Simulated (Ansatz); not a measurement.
CoSi (FeSi type, space group P2_13)

```
CELL_PARAMETERS angstrom
      4.38574     0.00000     0.00000
      0.00000     4.38574     0.00000
      0.00000     0.00000     4.38574
ATOMIC_POSITIONS crystal
  Co 0.14563 0.14563 0.14563
  Co 0.64563 0.35437 0.85437
  Co 0.85437 0.64563 0.35437
  Co 0.35437 0.85437 0.64563
  Si 0.84329 0.84329 0.84329
  Si 0.34329 0.65671 0.15671
  Si 0.15671 0.34329 0.65671
  Si 0.65671 0.15671 0.34329
```

The slice is a {100} plane (indices of the conventional cell) through the point (0.646, 0.354, 0.854) (fractional), spanned by u = [100] and v = [010] in vectors of this cell: u (4.39 Å) and v (4.39 Å, at 90° to u). It covers one period; positions are fractions (u, v).

Computed with PBEsol (plane waves to 420 eV, PAW, scalar-relativistic; Ansatz, a first-principles code). k mesh 11×11×11. Inside the PAW spheres the values are not all-electron values, and peaks at nuclei hang on which shells count as valence. At this level the bands of CoSi touch or barely overlap. CoSi is run without spin polarisation. CoSi was relaxed with its symmetry unable to fall.

**Question.** What is the ELF at the midpoint of the shortest Co–Si line in this plane (2.31 Å)?

**Answer.** 0.5.

**Question.** What is the valence density on the shortest Co–Si line in this plane (2.31 Å), at its midpoint?

**Answer.** 0.48 e/Å³.

**Question.** The ELF has a maximum in the middle third of the Co–Si line. Where, and how high?

**Answer.** 0.67, 1.4 Å from Co.

**Question.** Sketch the electrostatic potential energy of an electron, from the cell's mean on this plane as a map.

**Answer.** 
```
|xxxxxx5652xxxxx0354xxxxx|
|xxxxxx66530xxxx1465xxxxx|
|xxxxx477642000135774xxxx|
|xxxx26787642223578873xxx|
|xxx3567776554567899975xx|
|443333456666667899999875|
|6410xxx13567778889999987|
|40xxxxxxx257888777889997|
|1xxxxxxxxx36787655578886|
|xxxxxxxxxx1577642x246763|
|xxxxxxxxxxx46651xxx25652|
|xxxxxxxxxxx3664xxxxx4551|
|xxxxxxxxxxx36641xxx14551|
|xxxxxxxxxx0466530x035652|
|0xxxxxxxxx15776433356764|
|3xxxxxxxx046776555567876|
|420xxxxx0467777666677876|
|321101135677777777777765|
|xxx1356677766666777764xx|
|xxxx25787654444567762xxx|
|xxxxx477753111245663xxxx|
|xxxxxx67641xxx02455xxxxx|
|xxxxxx5652xxxxx0354xxxxx|
|xxxxxx4641xxxxx0343xxxxx|
```
Scale: ten equal steps from 5.00 (start of '0') to 13.31 (end of '9'), in the order '0123456789'. Values: electrostatic potential energy of an electron, from the cell's mean, in eV. The map has 24 points along u (one character each, u = 0 at the left) and 24 along v (v = 0 in the bottom row). Points within 1 Å of a nucleus are blanked (x), as the pseudised field means little there. Values under 5 eV are set to 5. The zero, the cell's mean, hangs on the PAW cores.
